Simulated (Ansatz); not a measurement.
Ba:
```xyz
1
Lattice="-2.5355 2.5355 2.5355 2.5355 -2.5355 2.5355 2.5355 2.5355 -2.5355" Properties=species:S:1:pos:R:3 pbc="T T T"
Ba     0.0000     0.0000     0.0000
```

This is the r²SCAN-relaxed structure.

Task: All from the program Ansatz at the r²SCAN level (PAW), unless another level is named. Predict the Debye temperature from the elastic constants.

Result: 106 K.

Task: Next, the vibrational entropy at 300 K?

Result: 62.4 J/(K·mol of atoms).

Space group Im-3m (bcc (W type)). The r²SCAN relaxation kept the symmetry of its start; phonons on a q-mesh show no instability. As this level gives no gap, shear constants depend on the k-mesh and smearing (Fermi–Dirac, 0.1 eV here). Scalar-relativistic: spin–orbit coupling is off unless named, which matters more the heavier the elements.

Potentials: the later of the program's two PAW sets.
